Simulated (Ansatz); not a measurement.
Single point on Li2F

Cell: generated Li2F in a small cell holding one bonded unit, strained and with atoms displaced.

PBE, all-electron LAPW in Ansatz, scalar relativity, no spin–orbit coupling, point nucleus. Brillouin zone: 2×2×2 (half-step shift), Fermi–Dirac smearing of 0.15 eV; a denser mesh would shift the values. For a metal, stress, forces and moments on so few k-points can be far from the converged ones. The run is spin-unpolarised. The cell's electron count is odd, so a run with spin could end lower.

Extended XYZ with forces in eV/Å (energy in eV, pressure in GPa):

```xyz
3
Lattice="-3.6244 3.7523 3.4614 3.6983 -3.6753 3.4583 3.6524 3.7033 -3.3844" Properties=species:S:1:pos:R:3:forces:R:3 pbc="T T T" free_energy=-3128.8464 pressure=-1.84
F     1.5349   -1.0914    4.1226   -0.1237   -0.1149   -0.3494
Li    1.1531    0.6804    3.3852    0.2978   -1.1232    0.5672
Li    1.7338   -3.0149    4.3480   -0.1741    1.2381   -0.2178
```

Stress tensor (GPa, compression positive):
```
-0.44  0.47 -0.19
 0.47 -4.30  0.85
-0.19  0.85 -0.78
```

**LiF₂: forces and stress of a distorted cell**

This is LiF₂ placed on the sites of a small cell holding one bonded unit (a generated, not necessarily known, phase), then sheared and rattled.

Same method, mesh 2×2×2 with shift 0.5, 0.5, 0.5. The run is spin-unpolarised. The cell's electron count is odd, so a run with spin could end lower.

Extended XYZ with forces in eV/Å (energy in eV, pressure in GPa):

```xyz
3
Lattice="0.0909 3.2477 3.2074 3.4077 -0.0438 3.3421 3.3162 3.2909 0.0477" Properties=species:S:1:pos:R:3:forces:R:3 pbc="T T T" free_energy=-5640.8719 pressure=-3.70
Li    1.2066    1.8131    1.2044   -0.2014    0.0146    0.1720
F     0.6076    3.6615    1.7196    0.1173   -0.4783   -0.0503
F     0.4857    0.0061    1.6892    0.0842    0.4637   -0.1217
```

Stress tensor (GPa, compression positive):
```
-2.86 -0.32 -0.26
-0.32 -5.79 -0.24
-0.26 -0.24 -2.45
```
